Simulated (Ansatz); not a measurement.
## Zn (hcp)

Method: PBE with spin–orbit coupling; two-component spinors; PAW, 420 eV, 18×18×10 k-mesh, Gaussian smearing of 0.05 eV; code Ansatz; PAW files: Ansatz's generated set soft_2.

```xyz
2
Lattice="2.6341 0.0000 0.0000 -1.3171 2.2812 0.0000 0.0000 0.0000 5.1008" Properties=species:S:1:pos:R:3 pbc="T T T"
Zn    0.0000    1.5208    3.8256
Zn    1.3171    0.7604    1.2752
```

The cell is relaxed to zero pressure at this level.

Path: Γ–M–K–Γ–A–L–H–A | L–M | H–K, with Γ = (0.000, 0.000, 0.000), M = (0.500, 0.000, 0.000), K = (0.333, 0.333, 0.000), A = (0.000, 0.000, 0.500), L = (0.500, 0.000, 0.500), H = (0.333, 0.333, 0.500) in reciprocal vectors of the calculation's cell.

Levels between -3 and 2 eV from the Fermi level at the path's named points:
| point | below E_F (eV) | above E_F (eV) |
| --- | --- | --- |
| Γ |  |  |
| M | -2.63 -2.63 -1.90 -1.90 |  |
| K |  | 0.35 0.35 0.38 0.38 0.43 0.43 |
| A |  |  |
| L | -1.74 -1.74 -1.74 -1.74 | 0.32 0.32 0.32 0.32 |
| H |  | 1.18 1.18 1.23 1.23 1.93 1.93 1.99 1.99 |

Task: By these bands, is it a metal or an insulator, and if it has a gap, where are the band edges on this path?

Result: A metal: bands cross the Fermi level.
